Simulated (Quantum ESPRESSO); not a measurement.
## One change at a time to AgAl3RuTa3

Calculated results; nothing here was measured. They come from Quantum ESPRESSO 7.5, a public plane-wave density functional program. Each row is one single-point run on a made-up periodic cell of eight metal atoms, with elements, volume, strain and displacements drawn at random and not relaxed, so a cell may be unstable or far from any real phase. There is no spin polarisation or spin-orbit coupling.

Settings: PBE unless stated; PseudoDojo standard norm-conserving files; Fermi-Dirac width 0.25 eV, which means electrons at about 2900 K; cutoff 1143 eV; 6 x 6 x 3 k mesh shifted half a step off Gamma. E is the free energy of the whole cell (internal energy minus TS), so a -TS column is already part of it. Stress is positive in tension, and the pressure P is minus a third of its trace.

Checks: one run of this series was repeated at a higher cutoff and on a denser mesh, which moved values by no more than 0.003 eV, 0.02 GPa and 0.006 eV/Å, and a second program with other atomic files agreed on it to 2 % rms in force and 0.5 GPa in pressure. Known limits: heavy elements are run without spin-orbit coupling, which real alloys of them have; a spin test at this wide smearing found no moment, but such smearing suppresses magnetism that the real alloy may have.

The lattice is face-centred cubic, and the cell vectors in Å are (0.007, 0.018, -4.244); (4.115, 0.043, -0.007); (-0.087, -8.506, 0.035), a volume of 148.52 Å³ in run 1. The elements on sites 1 to 8 are Al Ta Al Ta Ta Ru Ag Al. Each later run makes one change to run 1 and keeps the rest. E is counted from run 1, and is n/a where other atomic files have another zero of energy.

```
run                           change  V (Å³)  P (GPa)  -TS (eV)  rms force (eV/Å)  largest change of a force component (eV/Å)  E (eV)
  1                             none  148.52   -12.94    -1.243             0.596                                       0.000   0.000
  2          sites 1 and 2 exchanged  148.52   -11.70    -1.333             0.611                                       0.781   0.601
  3    all lengths scaled by -0.73 %  145.30   -10.68    -1.211             0.639                                       0.150  -0.238
  4              LDA in place of PBE  148.52   -20.54    -1.263             0.534                                       0.335     n/a
  5                     Hf on site 5  148.52    -9.21    -1.200             0.705                                       0.858     n/a
  6  site 5 moved by -0.16 Å along y  148.52   -11.89    -1.242             0.673                                       1.368       ?
```

## Worked estimate

Along the move dE = -F dx. The force on site 5 along y is -0.175 eV/Å in run 1 and 1.194 eV/Å in run 6, and the move is -0.16 Å, so the mean force times the move gives an estimate.

## Withheld value

Question: what E should run 6 give?

The estimate is 0.082 eV. The calculation gave 0.078 eV. The mean of two end points misses the curvature of the force.
